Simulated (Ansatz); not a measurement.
Method: Ansatz, DFT PBE, scalar-relativistic, plane waves, PAW. Settings of the last relaxation (8-atom cell): 420 eV, 6×6×6 k points, Gaussian smearing of 0.02 eV, no spin polarisation.

Formation energies are uncorrected and count from the elements' standard states at the same level.

Question: Propose a candidate for a triclinic semiconductor that holds Sn and 2 more elements, with a gap near 0.8 eV, a formation energy near −0.44 eV/atom and about 27 Å³ per atom, in a cell of 8 atoms.

Answer: Sn4SeS3, space group P1 (No. 1). Around Sn on its first site lie 2 S at 2.71–2.76 Å, 1 Se at 2.74 Å and 2 S at 3.32–3.35 Å; around Sn on its second site lie 3 S at 2.63–2.71 Å; Se is surrounded by 3 Sn at 2.74–2.92 Å and 2 Sn at 3.13–3.17 Å; S on its first site has 3 Sn at 2.63–2.71 Å and 2 Sn at 3.33–3.36 Å; 4 more sites not described.

```
CELL_PARAMETERS angstrom
6.01382 0.00000 0.00000
-0.08861 6.01761 0.00000
-1.48265 -1.48582 5.90366
ATOMIC_POSITIONS crystal
Sn 0.78061 0.78800 0.49537
Sn 0.28683 0.34055 0.50857
Sn 0.90907 0.43102 0.98732
Sn 0.43085 0.96200 0.99905
Se 0.94468 0.94083 0.95538
S 0.45020 0.39506 0.94696
S 0.84779 0.34908 0.54963
S 0.34997 0.79346 0.55774
```

* Volume per atom: 26.7 Å³
* Density: 5.1 g/cm³
* Formation energy: −0.439 eV/atom
* Gap on the 6×6×6 mesh of the 8-atom cell: 0.84 eV

The structure comes from a generated guess, relaxed at this level; another structure or a mixture of phases may lie lower. Other answers may fit too; this one was computed.

No dispersion correction is applied, so the spacing and binding between layers, chains or molecules are poorly described. Kohn–Sham gaps at this level usually fall short of measured ones. The reference forms of S and Se are held partly by dispersion forces, which this level lacks. This cell was reached by moving the atoms of another relaxed cell at random and relaxing again, last within the group found; it had no such test of its own.
